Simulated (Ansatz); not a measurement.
## SiC: zone-centre modes

These are results of DFT r2SCAN, scalar-relativistic, plane waves, PAW (Ansatz), not measurements. Cutoff 500 eV, Γ-centred 12×12×12 k-points, Gaussian smearing of 0.05 eV. No spin polarisation.

Zero of the scan (as given, not relaxed at this level):

```
Si C
1.0
     0.00000    2.17400    2.17400
     2.17400    0.00000    2.17400
     2.17400    2.17400    0.00000
Si C
1 1
Direct
  0.00000 0.00000 0.00000
  0.75000 0.75000 0.75000
```

Harmonic modes by finite displacements of 0.02 Å, without the LO–TO term.

At this geometry, is the structure stable against these modes?

Yes: no mode is imaginary beyond 10 cm⁻¹, and only the three translations lie near zero.

List the wavenumbers in cm⁻¹.

0, 0, 0, 804, 804, 804.

Cost: 1 run of about 0.3 core-minutes, on Intel Xeon Platinum 8488C (Sapphire Rapids) (shared hosts).